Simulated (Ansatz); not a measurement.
TiO$_{2}$ (anatase)

```xyz
6
Lattice="-1.8992 1.8992 4.8519 1.8992 -1.8992 4.8519 1.8992 1.8992 -4.8519" Properties=species:S:1:pos:R:3 pbc="T T T"
Ti     0.0000     0.0000     4.8519
Ti     1.8992     0.0000     2.4260
O      0.0000     0.0000     2.8490
O      1.8992     0.0000     0.4231
O      1.8992     0.0000     4.4288
O      0.0000     0.0000     6.8548
```

E(V) scan at fixed shape, V₀ the volume above. The atoms relax within the cell's symmetry.

Level of theory: PBE (plane waves to 420 eV, PAW, scalar-relativistic; Ansatz, an electronic-structure program). k mesh 12×12×12 (Γ-centred), Fermi-Dirac smearing 0.05 eV. Energies are smeared free energies. Compression counts positive. With the shape held, the modulus is that of even scaling; a crystal free to change shape is softer. The PAW data are Ansatz's earlier set. TiO2 is run without spin polarisation. TiO2 was relaxed with its symmetry unable to fall. ΔE is measured from the relaxed starting cell.

```json
[
 {"V (Å³/atom)": "9.801", "ΔE (meV/atom)": "241.0"},
 {"V (Å³/atom)": "10.112", "ΔE (meV/atom)": "158.3"},
 {"V (Å³/atom)": "10.423", "ΔE (meV/atom)": "96.0"},
 {"V (Å³/atom)": "10.734", "ΔE (meV/atom)": "51.2"},
 {"V (Å³/atom)": "11.045", "ΔE (meV/atom)": "withheld"},
 {"V (Å³/atom)": "11.356", "ΔE (meV/atom)": "5.1"},
 {"V (Å³/atom)": "11.667", "ΔE (meV/atom)": "0.0"},
 {"V (Å³/atom)": "11.978", "ΔE (meV/atom)": "4.7"},
 {"V (Å³/atom)": "12.289", "ΔE (meV/atom)": "17.7"},
 {"V (Å³/atom)": "12.601", "ΔE (meV/atom)": "38.1"},
 {"V (Å³/atom)": "12.912", "ΔE (meV/atom)": "64.6"},
 {"V (Å³/atom)": "13.223", "ΔE (meV/atom)": "96.5"},
 {"V (Å³/atom)": "13.534", "ΔE (meV/atom)": "133.0"}
]
```

### Question
Fit a third-order Birch-Murnaghan form (E₀, V₀, B₀, B₀′ free) to the given rows and predict ΔE at V = 11.045.

### Answer
Least squares on the 12 given rows: ΔE = E₀ + (9V₀B₀/16)·y²·[2 + (B₀′ − 4)y], y = (V₀/V)^(2/3) − 1, with V₀ = 11.669 Å³/atom, B₀ = 187.6 GPa (160.2 GPa = 1 eV/Å³; the term in eV is multiplied by 1000), B₀′ = 4.50, E₀ = 0.11 meV/atom; root-mean-square residual 0.10 meV/atom. At 11.045 the fit gives 21.7 meV/atom; the calculation gives 21.6 meV/atom, so the interpolation is off by 0.1 (+0.5 %). For the pressure the fit gives 11.7 GPa against the computed 11.7 GPa.

(Under strain, the slope of the energy per volume gives the stress and its curvature an elastic modulus.)
